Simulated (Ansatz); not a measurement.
# Data sheet: MoPd (DFT)

MoPd:
```cif
data_MoPd
_chemical_formula_sum 'Pd1 Mo1'
_space_group_name_H-M_alt 'Pm-3m'
_space_group_IT_number 221
_space_group_name_Hall '-P 4 2 3'
_cell_length_a 3.11978
_cell_length_b 3.11978
_cell_length_c 3.11978
_cell_angle_alpha 90.000
_cell_angle_beta 90.000
_cell_angle_gamma 90.000
loop_
_atom_site_label
_atom_site_type_symbol
_atom_site_symmetry_multiplicity
_atom_site_Wyckoff_symbol
_atom_site_fract_x
_atom_site_fract_y
_atom_site_fract_z
_atom_site_occupancy
Pd1 Pd 1 a 0.00000 0.00000 0.00000 1
Mo1 Mo 1 b 0.50000 0.50000 0.50000 1
```

Space group Pm-3m (No. 221), CsCl type; conventional cell a = b = c = 3.120 Å, α = β = γ = 90.00°.

Method: DFT-PBEsol in the program Ansatz with PAW potentials. Geometry: relaxed at this level of theory. Other levels are named where they apply.

### Cell and energy

- Volume per atom = 15.18 Å³
- Density = 11.07 g/cm³
- Formation energy from the elements (no fitted shifts) = 0.46 eV/atom

### Electronic structure

- Electronic character = metallic (no gap)
- Density of states at the Fermi level = 1.7 states/eV per atom (mean over ±0.08 eV)
- Gap with spin–orbit coupling = none (metallic)

### Mechanics

- Bulk modulus (Birch–Murnaghan fit): 239 GPa
- Pressure derivative B′: 4.7
- Elastic constants (relaxed ions, GPa): C11 = 74.8, C12 = 320, C44 = 110
- Mechanical stability: unstable (C has a negative eigenvalue)

### Phonons

- Highest zone-centre frequency: 68 cm⁻¹
- Zone-centre stability: no imaginary mode at Γ

The start of the workflow was typed in or built on a structure type; neither database checked (COD, Materials Project) lists it. Its standing as an ambient phase is unchecked. Symmetry was held in the PBEsol relaxation. No spin polarisation was allowed. Its formation energy is positive at this level, so the cell may be metastable or incomplete. As this level gives no gap, shear constants depend on the k-mesh and smearing (Fermi–Dirac, 0.1 eV here). As this level gives no gap, phonon frequencies hold no LO–TO term and depend on the k-mesh and smearing (Fermi–Dirac, 0.1 eV here). The references are the lowest solids computed at this level, not always the standard phases. Scalar-relativistic: spin–orbit coupling is off unless named, which matters more the heavier the elements.

Potentials: the earlier of the program's two PAW sets. The files were generated under PBE; for other functionals the program regenerates the frozen cores, and for LDA and PBEsol the local potential too.
